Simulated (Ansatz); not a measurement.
Here is the system:

BaHfO3:
```cif
data_BaHfO3
_chemical_formula_sum 'Ba1 Hf1 O3'
_space_group_name_H-M_alt 'Pm-3m'
_space_group_IT_number 221
_space_group_name_Hall '-P 4 2 3'
_cell_length_a 4.12121
_cell_length_b 4.12121
_cell_length_c 4.12121
_cell_angle_alpha 90.000
_cell_angle_beta 90.000
_cell_angle_gamma 90.000
loop_
_atom_site_label
_atom_site_type_symbol
_atom_site_symmetry_multiplicity
_atom_site_Wyckoff_symbol
_atom_site_fract_x
_atom_site_fract_y
_atom_site_fract_z
_atom_site_occupancy
Ba1 Ba 1 a 0.00000 0.00000 0.00000 1
Hf1 Hf 1 b 0.50000 0.50000 0.50000 1
O1 O 3 c 0.00000 0.50000 0.50000 1
```

This is the LDA-relaxed structure.

### Question
All from LDA (plane waves, PAW; program Ansatz), unless another level is named. Predict the Hill bulk and shear moduli.

### Answer
183 and 112 GPa.

### Question
Next, the elastic constants (relaxed ions, GPa)?

### Answer
C11 = 373, C12 = 87.9, C44 = 96.0.

Symmetry was held in the LDA relaxation; phonons on a q-mesh show weakly imaginary modes. The run is not spin-polarised. Scalar-relativistic: spin–orbit coupling is off unless named, which matters more the heavier the elements.

Potentials: the later of the program's two PAW sets.
